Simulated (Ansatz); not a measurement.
GaAs (zinc blende)

```yaml
crystal:
  lattice:
    - [0.00000, 2.82951, 2.82951]
    - [2.82951, 0.00000, 2.82951]
    - [2.82951, 2.82951, 0.00000]
  atoms:
    - { symbol: As, position: [0.75000, 0.75000, 0.75000] }
    - { symbol: Ga, position: [0.00000, 0.00000, 0.00000] }
```

In this cell atom 2 (Ga, nearest neighbour As at 2.450 Å; its periodic images, 4.0 Å or more away, move with it) is moved by s along Cartesian x, unit vector (1.000, 0.000, 0.000); all other atoms and the cell stay fixed.

Computed with PBEsol (plane waves to 420 eV, PAW, scalar-relativistic; Ansatz, a program for electronic structure). k mesh 8×8×8 (Γ-centred), Fermi-Dirac smearing 0.05 eV. E stands for the smeared free energy. Stress and pressure are positive under compression. F∥ is the force on the atom along that direction. GaAs was relaxed with its symmetry unable to fall. ΔE is measured from the undisplaced structure.

| s (Å) | ΔE (meV/cell) | F∥ (eV/Å) | P (GPa) |
|---|---|---|---|
| -0.250 | 278.4 | 2.169 | (withheld) |
| -0.200 | 179.9 | 1.769 | 1.18 |
| -0.150 | 102.0 | 1.346 | 0.67 |
| -0.100 | (withheld) | 0.907 | (withheld) |
| -0.050 | 11.4 | 0.457 | 0.06 |
| 0.000 | 0.0 | 0.000 | -0.01 |
| 0.050 | 11.4 | -0.457 | 0.06 |
| 0.100 | (withheld) | -0.907 | (withheld) |
| 0.150 | 102.0 | -1.346 | 0.67 |
| 0.200 | 179.9 | -1.769 | 1.18 |
| 0.250 | 278.4 | -2.169 | (withheld) |

**Question.** Complete the blanks.

**Answer.** 
- -0.250, P (GPa): 1.83
- -0.100, ΔE (meV/cell): 45.6
- -0.100, P (GPa): 0.29
- 0.100, ΔE (meV/cell): 45.6
- 0.100, P (GPa): 0.29
- 0.250, P (GPa): 1.83

(For displaced atoms, the force is minus the slope of the energy, and its curvature is a force constant, which sets phonon frequencies.)
